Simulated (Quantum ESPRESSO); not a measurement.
```yaml
crystal:
  lattice:
    - [3.19238, 0.00000, 0.00000]
    - [-1.59619, 2.76468, 0.00000]
    - [0.00000, 0.00000, 5.04504]
  atoms:
    - { symbol: Hf, position: [0.33333, 0.66667, 0.25000] }
    - { symbol: Hf, position: [0.66667, 0.33333, 0.75000] }
```
The geometry is a computed Materials Project entry, not a measured one. It is Hf in P6₃/mmc. Stability against distortions was not tested. The run has no spin polarisation.

With PBE (a modified build of Quantum ESPRESSO; gradients by PAW reconstruction on its ground state; JTH PAW datasets, 20 Ha):

| quantity | PBE |
|---|---|
| Vzz Hf (a.u.) | 0.916 |

Cores are frozen. Hf had no test against all-electron runs. Spin–orbit coupling is left out, a limit on Hf. The run is metallic or nearly gapless at this level (smeared occupations), so gradients converge slowly with the k-mesh.

### Question
What does the LDA, on its own JTH datasets and the same geometry, give?

### Answer
```tsv
quantity	LDA	LDA − PBE
Vzz Hf (a.u.)	0.931	+0.014
```

As single numbers, gradients under 0.02 a.u. lie near what cutoff and mesh leave (some 0.003 a.u. in our sweeps).
